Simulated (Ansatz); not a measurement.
Os (hcp (Mg type), P6_3/mmc) is relaxed with PBE+D3(BJ) in the plane-wave PAW code Ansatz. What lattice parameters of the conventional cell result?

a = 2.736 Å, c = 4.323 Å.

Symmetry was held in the PBE+D3(BJ) relaxation. No spin polarisation was allowed. The pairwise dispersion correction was not fitted to metals. Axis ratios of metals converge slowly with the k-mesh, so a and c are less sure than the volume. Spin–orbit coupling is left out wherever it is not named.

Potentials: the later of the program's two PAW sets.
